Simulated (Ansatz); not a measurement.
Values for one crystal, relaxed and computed with the program Ansatz at the r²SCAN level (PAW); other levels are named.

```yaml
volume_per_atom: 5.61 Å³
band_gap: 5.37 eV (indirect)
Poisson's ratio: 0.06
Pressure derivative B′: 3.8
hole_effective_mass: 0.42, 2.0, 2.7 mₑ (principal values)
hill_bulk_and_shear_moduli: 412 and 509 GPa
conduction_band_minimum: at Γ
```

Problem. Pick the material that matches.
A. Si, P4_32_12 (Si on 4a, Si on 8b)
B. Ge, diamond
C. Si, Cmcm (Si on 8f, Si on 8f, Si on 8f)
D. C, P4_12_12 (C on 4a, C on 8b)

Solution. D, C, P4_12_12 (C on 4a, C on 8b)

The start of the workflow was typed in or built on a structure type; neither database checked (COD, Materials Project) lists it. It is not the phase usual at ambient conditions (space group No. 194, 227). The cell was relaxed with r²SCAN under the symmetry of its start; its stability against distortions is not shown here. The volume moved by 26 % from the start of the relaxation.

Potentials: the earlier of the program's two PAW sets.
